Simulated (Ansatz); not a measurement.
# 4 guesses for ZnCd3SO and where they end

Theory: DFT PBE, scalar-relativistic, plane waves, PAW in Ansatz 0.2.0. Settings: cutoff 420 eV, Γ-centred meshes spaced at most about 0.3 Å⁻¹, and about 0.25 Å⁻¹ or finer for metals (2π included), Gaussian smearing. No spin polarisation in the final relaxations.

Each guess was relaxed in cell and atoms at zero pressure, within the symmetry of its start. All energies are static (0 K, no zero-point motion). Coordination counts O or S atoms around Cd and Zn (for each partner element, those within 1.25 times its shortest distance or 1.15 times the sum of covalent radii, where it is the nearest in units of that sum or under 1.3; a plus sign parts groups by distance over the sum of covalent radii; the shortest distance is added where it exceeds 1.18 times the sum of covalent radii; a slash parts the counts of unlike sites).

```json
{"guess": "1", "made from": "random cell", "start group": "P4/mmm", "V start (Å³/atom)": "24.2", "end group": "P4/mmm", "V end (Å³/atom)": "23.0", "coordination at the end": "Zn 4 from 3.8 Å, Cd 2/8 from 4.5 Å", "gap on mesh (eV)": "0", "E over the lowest end (meV/atom)": "360"}
{"guess": "2", "made from": "random cell", "start group": "P6mm", "V start (Å³/atom)": "19.4", "end group": "P6mm", "V end (Å³/atom)": "33.5", "coordination at the end": "Zn 1, Cd 1/3 from 3.6 Å", "gap on mesh (eV)": "0", "E over the lowest end (meV/atom)": "183"}
{"guess": "3", "made from": "random cell", "start group": "P4/mmm", "V start (Å³/atom)": "19.9", "end group": "P4/mmm", "V end (Å³/atom)": "26.0", "coordination at the end": "Zn 2, Cd 2/4 from 3.7 Å", "gap on mesh (eV)": "0", "E over the lowest end (meV/atom)": "0"}
{"guess": "4", "made from": "random cell", "start group": "P4/mmm", "V start (Å³/atom)": "22.8", "end group": "?", "V end (Å³/atom)": "?", "coordination at the end": "?", "gap on mesh (eV)": "?", "E over the lowest end (meV/atom)": "?"}
```

Guess 4 as it starts:

```
CELL_PARAMETERS angstrom
4.06873 0.00000 0.00000
0.00000 4.06873 0.00000
0.00000 0.00000 8.27780
ATOMIC_POSITIONS crystal
Zn 0.50000 0.50000 0.00000
Cd 0.50000 0.50000 0.26907
Cd 0.50000 0.50000 0.73093
Cd 0.00000 0.00000 0.00000
S 0.50000 0.50000 0.50000
O 0.00000 0.00000 0.50000
```

Q: Predict the end of this guess and its energy over the lowest end.

A: It ends in space group P4/mmm (No. 123), with a = 3.600 Å, c = 10.282 Å, 22.2 Å³/atom and no gap. It lies 0.40 eV/atom over the lowest end, above guess 1 and so the highest of the set. Counting O or S atoms around Cd and Zn, this end has Zn 2+8 from 5.1 Å, Cd 1/8 from 5.7 Å and the lowest (guess 3) has Zn 2, Cd 2/4 from 3.7 Å.

```cif
data_structure
_symmetry_space_group_name_H-M 'P 1'
_symmetry_Int_Tables_number 1
_cell_length_a 3.5998
_cell_length_b 3.5998
_cell_length_c 10.2824
_cell_angle_alpha 90.000
_cell_angle_beta 90.000
_cell_angle_gamma 90.000
_cell_volume 133.24
loop_
_atom_site_label
_atom_site_type_symbol
_atom_site_fract_x
_atom_site_fract_y
_atom_site_fract_z
_atom_site_occupancy
Zn1 Zn 0.50000 0.50000 0.00000 1
Cd1 Cd 0.50000 0.50000 0.25946 1
Cd2 Cd 0.50000 0.50000 0.74054 1
Cd3 Cd 0.00000 0.00000 0.00000 1
S1 S 0.50000 0.50000 0.50000 1
O1 O 0.00000 0.00000 0.50000 1
```

Formation energies are uncorrected and refer to the elements' standard structures at the same level (O₂ as a molecule).

Q: Is the lowest end bound against the elements?

A: No: its formation energy is +0.05 eV/atom. The separate elements lie lower, so it is unstable against them.

The zero gap of P4/mmm at 26.0 Å³/atom may come from the functional, which often closes small gaps, or the cell may be a true semimetal. A magnetic state wasn't ruled out in cells without spin, among them P4/mmm at 26.0 Å³/atom, P4/mmm at 22.2 Å³/atom. The reference form of S is held partly by dispersion forces, which this level lacks. Cells relaxed within their symmetry can be saddle points. A lower structure may well exist outside this small set. Some structure types and database cells were kept out of the candidates from the start, so a known form may be missing.
